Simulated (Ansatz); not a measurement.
Level of theory: Ansatz 0.2.0, DFT r2SCAN, scalar-relativistic, plane waves, PAW.

Structure of Cu3Pd:

```xyz
4
Lattice="3.6722 0.0000 0.0000 0.0000 3.6722 0.0000 0.0000 0.0000 3.6722" Properties=species:S:1:pos:R:3 pbc="T T T"
Cu    0.0000    1.8361    1.8361
Cu    1.8361    0.0000    1.8361
Cu    1.8361    1.8361    0.0000
Pd    0.0000    0.0000    0.0000
```

Settings: cutoff 500 eV, Γ-centred mesh 12×12×12 on the computed 4-atom cell, Gaussian smearing of 0.10 eV; no spin polarisation.

Levels along Γ–X–M–Γ–R–X | R–M, in eV from the Fermi level, sorted by energy at each point. Points in fractions of the primitive reciprocal vectors: Γ (0.000 0.000 0.000), X (0.000 0.500 0.000), M (0.500 0.500 0.000), R (0.500 0.500 0.500).
| point | k (1/Å, with 2π) | band 35 | band 36 | band 37 | band 38 | band 39 | band 40 | band 41 |
| --- | --- | --- | --- | --- | --- | --- | --- | --- |
| Γ | 0.000 | -0.47 | -0.47 | -0.47 | 2.23 | 2.23 | 2.23 | 8.71 |
| - | 0.122 | -0.59 | -0.59 | -0.47 | 1.88 | 2.44 | 2.44 | 8.77 |
| - | 0.244 | -0.85 | -0.85 | -0.47 | 1.05 | 2.98 | 2.98 | 8.79 |
| - | 0.367 | -1.11 | -1.09 | -0.48 | 0.10 | 3.70 | 3.70 | 8.79 |
| - | 0.489 | -1.26 | -1.17 | -0.74 | -0.48 | 4.54 | 4.54 | 8.75 |
| - | 0.611 | -1.28 | -1.26 | -1.24 | -0.49 | 5.46 | 5.46 | 8.70 |
| - | 0.733 | -1.54 | -1.29 | -1.26 | -0.49 | 6.43 | 6.43 | 8.53 |
| X | 0.856 | -1.63 | -1.31 | -1.26 | -0.49 | 7.38 | 7.38 | 7.54 |
| - | 0.978 | -1.60 | -1.30 | -1.28 | -0.55 | 6.61 | 6.78 | 7.50 |
| - | 1.100 | -1.41 | -1.33 | -1.22 | -0.70 | 5.34 | 5.60 | 7.80 |
| - | 1.222 | -1.41 | -1.12 | -1.01 | -0.92 | 4.16 | 4.37 | 8.12 |
| - | 1.344 | -1.50 | -1.17 | -0.79 | -0.74 | 3.12 | 3.23 | 8.53 |
| - | 1.467 | -1.59 | -1.41 | -0.45 | -0.44 | 2.24 | 2.25 | 9.02 |
| - | 1.589 | -1.67 | -1.61 | -0.12 | -0.12 | 1.51 | 1.57 | 9.49 |
| M | 1.711 | -1.70 | -1.70 | 0.06 | 0.06 | 1.18 | 1.28 | 9.74 |
| - | 1.884 | -1.63 | -1.56 | -0.47 | 0.14 | 1.26 | 2.17 | 9.13 |
| - | 2.057 | -1.46 | -1.34 | -1.06 | 0.37 | 1.35 | 3.87 | 7.72 |
| - | 2.229 | -1.40 | -1.27 | -1.10 | 0.73 | 1.49 | 5.91 | 6.22 |
| - | 2.402 | -1.26 | -1.09 | -0.86 | 1.17 | 1.68 | 4.83 | 8.14 |
| - | 2.575 | -1.10 | -0.90 | -0.65 | 1.65 | 1.91 | 3.59 | 8.85 |
| - | 2.748 | -0.72 | -0.64 | -0.52 | 2.05 | 2.12 | 2.63 | 8.81 |
| Γ | 2.921 | -0.47 | -0.47 | -0.47 | 2.23 | 2.23 | 2.23 | 8.71 |
| - | 3.133 | -0.86 | -0.62 | -0.62 | 2.25 | 2.25 | 2.33 | 9.27 |
| - | 3.344 | -1.28 | -0.82 | -0.82 | 2.25 | 2.25 | 2.44 | 10.32 |
| - | 3.556 | -1.35 | -0.90 | -0.90 | 2.14 | 2.14 | 2.34 | 8.79 |
| - | 3.768 | -1.37 | -0.94 | -0.94 | 1.85 | 1.85 | 1.96 | 7.22 |
| - | 3.979 | -1.37 | -0.96 | -0.96 | 1.22 | 1.30 | 1.30 | 6.08 |
| - | 4.191 | -1.00 | -0.96 | -0.96 | 0.23 | 0.52 | 0.52 | 5.44 |
| R | 4.403 | -0.86 | -0.82 | -0.82 | -0.10 | -0.10 | -0.10 | 5.24 |
| - | 4.575 | -0.99 | -0.94 | -0.41 | -0.23 | 0.19 | 0.56 | 5.25 |
| - | 4.748 | -1.04 | -0.98 | -0.56 | -0.44 | 1.18 | 1.64 | 5.31 |
| - | 4.921 | -1.12 | -1.04 | -0.81 | -0.68 | 2.34 | 2.86 | 5.43 |
| - | 5.094 | -1.23 | -1.13 | -1.12 | -0.88 | 3.63 | 4.17 | 5.69 |
| - | 5.267 | -1.35 | -1.31 | -1.27 | -0.81 | 5.02 | 5.51 | 6.15 |
| - | 5.440 | -1.56 | -1.30 | -1.29 | -0.60 | 6.49 | 6.75 | 6.87 |
| X | 5.613 | -1.63 | -1.31 | -1.26 | -0.49 | 7.38 | 7.38 | 7.54 |
| R | 5.613 | -0.86 | -0.82 | -0.82 | -0.10 | -0.10 | -0.10 | 5.24 |
| - | 5.735 | -1.01 | -0.86 | -0.36 | -0.07 | -0.07 | 0.18 | 5.35 |
| - | 5.857 | -1.10 | -0.95 | -0.02 | -0.02 | 0.16 | 0.56 | 5.67 |
| - | 5.979 | -1.22 | -1.10 | 0.03 | 0.03 | 0.59 | 0.84 | 6.23 |
| - | 6.101 | -1.36 | -1.30 | 0.05 | 0.05 | 0.91 | 1.02 | 7.01 |
| - | 6.224 | -1.51 | -1.51 | 0.06 | 0.06 | 1.12 | 1.12 | 7.99 |
| - | 6.346 | -1.64 | -1.64 | 0.06 | 0.06 | 1.17 | 1.24 | 9.06 |
| M | 6.468 | -1.70 | -1.70 | 0.06 | 0.06 | 1.18 | 1.28 | 9.74 |

Cost: 1 run of about 1.6 core-minutes, on Arm Neoverse V1 (shared hosts).